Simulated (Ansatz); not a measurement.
input.yaml

```yaml
crystal:
  lattice:
    - [3.542, 0.0, 0.0]
    - [0.0, 3.542, 0.0]
    - [0.0, 0.0, 3.542]
  atoms:
    - { symbol: Si, position: [0.0, 0.0, 0.0] }
    - { symbol: Ni, position: [0.0, 0.5, 0.5] }
    - { symbol: Ni, position: [0.5, 0.0, 0.5] }
    - { symbol: Ni, position: [0.5, 0.5, 0.0] }
basis:
  ecutwfc: 420
kpoints:
  mp_grid: { grid: [6, 6, 6] }
hamiltonian:
  xc: pbesol
scf:
  occupations: { method: gaussian, width: 0.1 }
output:
  forces: true
  stress: true
  eigenvalues: true
relax:
  adjacent_minimum: "off"
  f_tol: 0.05
  max_steps: 80
  cell: { stress_tol: 0.5 }
```

Launched with
```bash
ansatz run input.yaml --threads 1 --pin off --max-ram 2560MiB --backend cpu --events-out ev --progress --plain --runs-dir out
```

Computed with Ansatz, DFT PBEsol, scalar-relativistic, plane waves, PAW.

Abridged output (iterations and final results):

```
SCF iter   1: F=—  HF=-18038.412723 eV  |F-HF|=—  |Δ(HF+E_count)|=         —  Δρ=1.98e-2  dr2=8.88e-2  ethr=1.77e-3  ⟨swp⟩=5.3  Hψ=2524  notcnv=0
SCF iter   2: F=—  HF=-18038.396202 eV  |F-HF|=—  |Δ(HF+E_count)|=   1.65e-2  Δρ=4.50e-3  dr2=5.82e-3  ethr=1.53e-4  ⟨swp⟩=2.1  Hψ=1241  notcnv=0  defer=21
SCF iter   3: F=—  HF=-18038.394822 eV  |F-HF|=—  |Δ(HF+E_count)|=   1.38e-3  Δρ=1.56e-3  dr2=1.20e-3  ethr=1.00e-5  ⟨swp⟩=1.9  Hψ=845  notcnv=0  defer=21
SCF iter   4: F=—  HF=-18038.394384 eV  |F-HF|=—  |Δ(HF+E_count)|=   4.38e-4  Δρ=5.43e-4  dr2=1.78e-4  ethr=2.07e-6  ⟨swp⟩=2.0  Hψ=899  notcnv=0  defer=21
SCF iter   5: F=—  HF=-18038.394342 eV  |F-HF|=—  |Δ(HF+E_count)|=   4.14e-5  Δρ=7.75e-5  dr2=4.29e-6  ethr=3.07e-7  ⟨swp⟩=2.0  Hψ=889  notcnv=0  defer=21
SCF iter   6: F=—  HF=-18038.394312 eV  |F-HF|=—  |Δ(HF+E_count)|=   3.00e-5  Δρ=2.65e-5  dr2=1.71e-7  ethr=7.39e-9  ⟨swp⟩=2.0  Hψ=1096  notcnv=0  defer=21
SCF iter   7: F=-18038.394312 eV  HF=-18038.394312 eV  |F-HF|=1.01e-8  |Δ(HF+E_count)|=   6.71e-9  Δρ=7.79e-6  dr2=2.08e-8  ethr=1.72e-10  ⟨swp⟩=7.1  Hψ=2960  notcnv=0
SCF 1 converged in 7 iterations: F = -18038.394312 eV  dr2 = 2.08e-8
relax step   1: F+E_penalty+E_count = -18038.39431247 eV  Δ(F+E_penalty+E_count) = +0.000e0 eV  max|allowed force component| = 5.673e-29 eV/Å  Δτ_max = 0.0000 Å  P = -14.125 GPa  Ω = 44.437 Å³  (7 SCF iters, dr2 threshold 1.00e-7 eV, accepted)
Crystal: 4 atoms, lattice volume = 42.733 Å³
Basis set: ecut = 420 eV, 847 PW (Γ), exchange–correlation on 48×48×48 points (8 copies of the dense FFT grid, shifted against one another)
Initial density: handed on by an earlier stage of this run
Initial wavefunctions: those handed on with the density
SCF iter   1: F=—  HF=-18038.509652 eV  |F-HF|=—  |Δ(HF+E_count)|=         —  Δρ=7.06e-3  dr2=1.26e-2  ethr=2.10e-5  ⟨swp⟩=1.2  Hψ=3159  notcnv=0
SCF iter   2: F=—  HF=-18038.507785 eV  |F-HF|=—  |Δ(HF+E_count)|=   1.87e-3  Δρ=2.03e-3  dr2=1.21e-3  ethr=2.10e-5  ⟨swp⟩=2.4  Hψ=915  notcnv=0
SCF iter   3: F=—  HF=-18038.507427 eV  |F-HF|=—  |Δ(HF+E_count)|=   3.58e-4  Δρ=5.91e-4  dr2=1.22e-4  ethr=2.09e-6  ⟨swp⟩=1.2  Hψ=745  notcnv=0
SCF iter   4: F=—  HF=-18038.507393 eV  |F-HF|=—  |Δ(HF+E_count)|=   3.43e-5  Δρ=2.48e-4  dr2=2.36e-5  ethr=2.11e-7  ⟨swp⟩=2.1  Hψ=1070  notcnv=0
SCF iter   5: F=—  HF=-18038.507392 eV  |F-HF|=—  |Δ(HF+E_count)|=   1.22e-6  Δρ=5.02e-5  dr2=1.85e-6  ethr=4.06e-8  ⟨swp⟩=2.0  Hψ=830  notcnv=0
SCF iter   6: F=-18038.507391 eV  HF=-18038.507391 eV  |F-HF|=1.07e-7  |Δ(HF+E_count)|=   7.25e-7  Δρ=1.32e-5  dr2=8.96e-8  ethr=6.90e-10  ⟨swp⟩=5.3  Hψ=3002  notcnv=0
SCF 2 converged in 6 iterations: F = -18038.507391 eV  dr2 = 8.96e-8
relax step   2: F+E_penalty+E_count = -18038.50739099 eV  Δ(F+E_penalty+E_count) = -1.131e-1 eV  max|allowed force component| = 8.513e-30 eV/Å  Δτ_max = 0.0000 Å  P = -6.751 GPa  Ω = 42.733 Å³  energy of the carried Pulay correction = +4.876e-4 eV  (6 SCF iters, dr2 threshold 4.00e-7 eV, accepted)
Crystal: 4 atoms, lattice volume = 41.283 Å³
Basis set: ecut = 420 eV, 799 PW (Γ), exchange–correlation on 48×48×48 points (8 copies of the dense FFT grid, shifted against one another)
SCF iter   1: F=—  HF=-18038.536629 eV  |F-HF|=—  |Δ(HF+E_count)|=         —  Δρ=6.35e-3  dr2=9.96e-3  ethr=1.69e-5  ⟨swp⟩=1.4  Hψ=3264  notcnv=0
SCF iter   2: F=—  HF=-18038.535128 eV  |F-HF|=—  |Δ(HF+E_count)|=   1.50e-3  Δρ=1.85e-3  dr2=9.75e-4  ethr=1.69e-5  ⟨swp⟩=2.2  Hψ=951  notcnv=0
SCF iter   3: F=—  HF=-18038.534839 eV  |F-HF|=—  |Δ(HF+E_count)|=   2.89e-4  Δρ=5.23e-4  dr2=8.85e-5  ethr=1.68e-6  ⟨swp⟩=1.6  Hψ=932  notcnv=0
SCF iter   4: F=—  HF=-18038.534829 eV  |F-HF|=—  |Δ(HF+E_count)|=   1.00e-5  Δρ=2.17e-4  dr2=1.55e-5  ethr=1.53e-7  ⟨swp⟩=2.0  Hψ=1042  notcnv=0
SCF iter   5: F=—  HF=-18038.534830 eV  |F-HF|=—  |Δ(HF+E_count)|=   2.98e-7  Δρ=4.64e-5  dr2=1.31e-6  ethr=2.67e-8  ⟨swp⟩=2.0  Hψ=826  notcnv=0
SCF iter   6: F=-18038.534829 eV  HF=-18038.534829 eV  |F-HF|=7.44e-8  |Δ(HF+E_count)|=   4.85e-7  Δρ=1.11e-5  dr2=6.86e-8  ethr=6.90e-10  ⟨swp⟩=5.3  Hψ=3005  notcnv=0
SCF 3 converged in 6 iterations: F = -18038.534829 eV  dr2 = 6.86e-8
relax step   3: F+E_penalty+E_count = -18038.53482906 eV  Δ(F+E_penalty+E_count) = -2.744e-2 eV  max|allowed force component| = 9.138e-30 eV/Å  Δτ_max = 0.0000 Å  P = +1.041 GPa  Ω = 41.283 Å³  energy of the carried Pulay correction = +9.175e-4 eV  (6 SCF iters, dr2 threshold 4.00e-7 eV, accepted)
Crystal: 4 atoms, lattice volume = 41.471 Å³
SCF iter   1: F=—  HF=-18038.535387 eV  |F-HF|=—  |Δ(HF+E_count)|=         —  Δρ=8.62e-4  dr2=1.87e-4  ethr=3.88e-7  ⟨swp⟩=2.0  Hψ=3092  notcnv=0
SCF iter   2: F=—  HF=-18038.535349 eV  |F-HF|=—  |Δ(HF+E_count)|=   3.77e-5  Δρ=2.55e-4  dr2=1.89e-5  ethr=3.23e-7  ⟨swp⟩=1.9  Hψ=813  notcnv=0
SCF iter   3: F=—  HF=-18038.535345 eV  |F-HF|=—  |Δ(HF+E_count)|=   4.68e-6  Δρ=6.27e-5  dr2=1.23e-6  ethr=3.25e-8  ⟨swp⟩=1.6  Hψ=763  notcnv=0
SCF iter   4: F=-18038.535345 eV  HF=-18038.535345 eV  |F-HF|=5.37e-8  |Δ(HF+E_count)|=   5.78e-8  Δρ=2.78e-5  dr2=2.11e-7  ethr=2.12e-9  ⟨swp⟩=2.0  Hψ=1041  notcnv=0
SCF iter   5: F=-18038.535345 eV  HF=-18038.535345 eV  |F-HF|=1.39e-8  |Δ(HF+E_count)|=   2.36e-8  Δρ=5.99e-6  dr2=1.74e-8  ethr=3.63e-10  ⟨swp⟩=2.0  Hψ=768  notcnv=0
SCF iter   6: F=-18038.535345 eV  HF=-18038.535345 eV  |F-HF|=1.26e-9  |Δ(HF+E_count)|=   6.48e-9  Δρ=1.50e-6  dr2=1.29e-9  ethr=3.00e-11  ⟨swp⟩=2.0  Hψ=2249  notcnv=0
SCF 4 converged in 6 iterations: F = -18038.535345 eV  dr2 = 1.29e-9
relax step   4: F+E_penalty+E_count = -18038.53534461 eV  Δ(F+E_penalty+E_count) = -5.155e-4 eV  max|allowed force component| = 1.272e-29 eV/Å  Δτ_max = 0.0000 Å  P = -0.060 GPa  Ω = 41.471 Å³  energy of the carried Pulay correction = +8.610e-4 eV  (6 SCF iters, dr2 threshold 4.00e-7 eV, accepted)
Initial wavefunctions: pseudopotential atomic-orbital guess (no wavefunctions were taken with the density)
SCF iter   1: F=—  HF=-18038.534311 eV  |F-HF|=—  |Δ(HF+E_count)|=         —  Δρ=9.99e-5  dr2=4.72e-7  ethr=2.34e-7  ⟨swp⟩=3.0  Hψ=4419  notcnv=0
SCF iter   2: F=—  HF=-18038.534305 eV  |F-HF|=—  |Δ(HF+E_count)|=   5.76e-6  Δρ=7.57e-5  dr2=1.24e-6  ethr=8.14e-10  ⟨swp⟩=2.0  Hψ=1287  notcnv=0
SCF iter   3: F=—  HF=-18038.534305 eV  |F-HF|=—  |Δ(HF+E_count)|=   2.14e-7  Δρ=2.56e-5  dr2=1.41e-7  ethr=8.14e-10  ⟨swp⟩=2.2  Hψ=897  notcnv=0
SCF iter   4: F=—  HF=-18038.534305 eV  |F-HF|=—  |Δ(HF+E_count)|=   1.04e-8  Δρ=3.54e-6  dr2=8.61e-10  ethr=2.43e-10  ⟨swp⟩=2.0  Hψ=1000  notcnv=0
SCF iter   5: F=-18038.534305 eV  HF=-18038.534305 eV  |F-HF|=1.82e-11  |Δ(HF+E_count)|=   3.95e-9  Δρ=7.91e-7  dr2=7.25e-11  ethr=1.48e-12  ⟨swp⟩=2.0  Hψ=1286  notcnv=0
SCF iter   6: F=-18038.534305 eV  HF=-18038.534305 eV  |F-HF|=7.28e-12  |Δ(HF+E_count)|=  4.00e-11  Δρ=1.28e-7  dr2=5.15e-12  ethr=1.00e-12  ⟨swp⟩=2.1  Hψ=2074  notcnv=0
SCF 5 converged in 6 iterations: F = -18038.534305 eV  dr2 = 5.15e-12
SCF converged after 6 iterations
Free energy (F): -18038.534305 eV
Harris-Foulkes:  -18038.534305 eV  (|F-HF|=7.28e-12)
Internal energy: -18038.525952 eV  (E = F + TS)
E sigma→0 (E₀):  -18038.530128 eV
Entropy (-TS):   -0.008354 eV (-2.088 meV/atom)
Fermi energy:    18.226114 eV
--- Per-component energies (eV) ---
  E_band       = -806.013457
  E_kinetic    = 900.172000
  E_local      = -11447.035990  (includes V_loc(G=0)·N_el)
  E_nonlocal   = 1933.526814
  E_hartree    = 4881.680074
  E_xc         = -313.442982
  E_vxc        = -381.926000  (∫ρ·V_xc dr)
  E_paw        = -5284.228943  (= ΣΔE_a)
  E_vpaw       = -1574.111624  (= ΣTr[D̂ρ^β])
  E_aug_tail   = 0.001465  (compensation charges beyond the density's cutoff)
  E_ewald      = -8709.821818
  E_core_change = 0.623427  (= ΣΔE_core)
  E_smearing   = -0.008354  (= −TS)
--- Forces (eV/Å), atoms counted from 1 ---
  atom   1  Si     0.00000000     0.00000000     0.00000000
  atom   2  Ni     0.00000000     0.00000000     0.00000000
  atom   3  Ni     0.00000000     0.00000000     0.00000000
  atom   4  Ni     0.00000000     0.00000000     0.00000000
--- Stress (GPa, compression-positive) ---
       -0.037185       0.000000       0.000000
        0.000000      -0.037185       0.000000
        0.000000       0.000000      -0.037185
  P = ⅓ Tr σ = -0.0372 GPa (-0.372 kbar)
--- Band table (eV; the first three rows and the last of 20) ---
  k-point 0: bands = ["-84.7527", "-84.7094", "-84.7094", "-45.3811", "-45.3811", "-45.3811", "-45.3129", "-45.3129", "-45.3129", "-45.1350", "-45.1350", "-45.1350", "5.9091", "13.0151", "13.8665", "13.8665", "14.4182", "14.4182", "14.4182", "16.5603", "16.5603", "16.5603", "17.2229", "17.2229", "17.2229", "17.5660", "17.5660", "17.9139", "18.2482", "18.2482", "18.2482", "23.3761", "24.6853", "24.6853", "28.9698"]
  k-point 1: bands = ["-84.7502", "-84.7120", "-84.7094", "-45.3752", "-45.3752", "-45.3731", "-45.3149", "-45.3149", "-45.3135", "-45.1443", "-45.1390", "-45.1390", "6.2438", "12.9405", "13.5146", "14.1044", "14.3923", "14.3923", "14.5159", "16.1028", "16.1028", "16.4519", "16.5330", "17.3386", "17.3386", "17.4964", "17.5678", "17.7729", "18.2486", "18.8934", "18.8934", "23.7500", "24.6002", "25.8180", "27.8140"]
  k-point 2: bands = ["-84.7435", "-84.7185", "-84.7094", "-45.3608", "-45.3608", "-45.3547", "-45.3210", "-45.3210", "-45.3146", "-45.1653", "-45.1473", "-45.1473", "7.1785", "11.4037", "13.7925", "14.2924", "14.2924", "14.6956", "14.7550", "15.8429", "15.8429", "16.1487", "16.1913", "17.0276", "17.0276", "17.1108", "17.3172", "17.6313", "18.2493", "20.4842", "20.4842", "23.7126", "24.3919", "25.3174", "25.3174"]
  k-point 19: bands = ["-84.7237", "-84.7237", "-84.7237", "-45.4074", "-45.4074", "-45.4074", "-45.3317", "-45.2502", "-45.2502", "-45.2502", "-45.0994", "-45.0994", "9.8326", "13.6558", "13.6558", "13.6558", "14.2801", "14.2801", "14.2801", "15.8532", "15.8532", "15.8532", "16.6767", "16.6767", "16.6767", "16.8944", "16.8944", "17.5973", "17.9992", "17.9992", "17.9992", "19.6136", "22.3505", "22.3505", "22.3505"]
--- Relaxed structure (4 steps of the walk, 4 accepted, 1 SCFs on fresh bases) ---
  F+E_penalty+E_count = -18038.53430526 eV   max|allowed force component| = 4.511e-30 eV/Å   (the final SCF, on the basis selected at the relaxed cell)
  cell:  # Å, volume = 41.4712 Å³
    - [3.46137614, 0.0, 0.0]
    - [0.0, 3.46137614, 0.0]
    - [0.0, 0.0, 3.46137614]
  atoms:
    - { symbol: Si, position: [0.0, 0.0, 0.0] }
    - { symbol: Ni, position: [0.0, 0.5, 0.5] }
    - { symbol: Ni, position: [0.5, 0.0, 0.5] }
    - { symbol: Ni, position: [0.5, 0.5, 0.0] }
```

The relaxation met its thresholds.

It took 7.7 s on 1 thread of Oxide Virtual Turin-like Processor (Zen 5), on a shared host, peak memory 0.38 GiB.

The k mesh is coarse.